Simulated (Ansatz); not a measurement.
Zr$_{4}$Al$_{3}$:
```yaml
crystal:
  lattice:
    - [5.39790, 0.00000, 0.00000]
    - [-2.69895, 4.67472, 0.00000]
    - [0.00000, 0.00000, 5.33266]
  atoms:
    - { symbol: Zr, position: [0.00000, 0.00000, 0.26034] }
    - { symbol: Zr, position: [0.00000, 0.00000, 0.73966] }
    - { symbol: Zr, position: [0.33333, 0.66667, 0.50000] }
    - { symbol: Zr, position: [0.66667, 0.33333, 0.50000] }
    - { symbol: Al, position: [0.00000, 0.50000, 0.00000] }
    - { symbol: Al, position: [0.50000, 0.00000, 0.00000] }
    - { symbol: Al, position: [0.50000, 0.50000, 0.00000] }
```

Relaxed with PBEsol. Special points in fractions of this cell's reciprocal vectors: Γ (0.000, 0.000, 0.000); M (0.500, 0.000, 0.000); K (0.333, 0.333, 0.000); A (0.000, 0.000, 0.500); L (0.500, 0.000, 0.500); H (0.333, 0.333, 0.500).

### Question
List the band energies nearest the Fermi level at these points for the program Ansatz at the PBEsol level (PAW).

### Answer
In eV from the Fermi level; about four levels below and three above (degenerate sets whole), none deeper than 8.9 eV; points with the same levels are listed once.

| k | below | above |
|---|---|---|
| Γ | -1.66 -1.66 -1.61 -1.06 -1.06 | 1.37 1.37 1.61 1.61 |
| M | -0.97 -0.91 -0.86 -0.07 | 0.57 0.69 0.95 |
| K | -0.84 -0.84 -0.36 -0.36 | 1.13 1.13 2.24 |
| A | -1.03 -1.03 -0.84 -0.74 -0.74 | 0.52 1.26 1.69 1.69 |
| L | -1.77 -0.84 -0.67 -0.63 | 0.14 0.19 0.27 |
| H | -0.42 -0.42 -0.29 -0.05 -0.05 | 0.14 0.90 0.90 |

Space group P6/mmm. The first step of the workflow began from a Materials Project structure, measured or hypothetical; the Crystallography Open Database copy checked does not list it. Its standing as an ambient phase is unchecked. Symmetry was held in the PBEsol relaxation; of distortions, only those at the zone centre were tested. No spin polarisation was allowed. Spin–orbit coupling is left out wherever it is not named.

Potentials: the later of the program's two PAW sets.
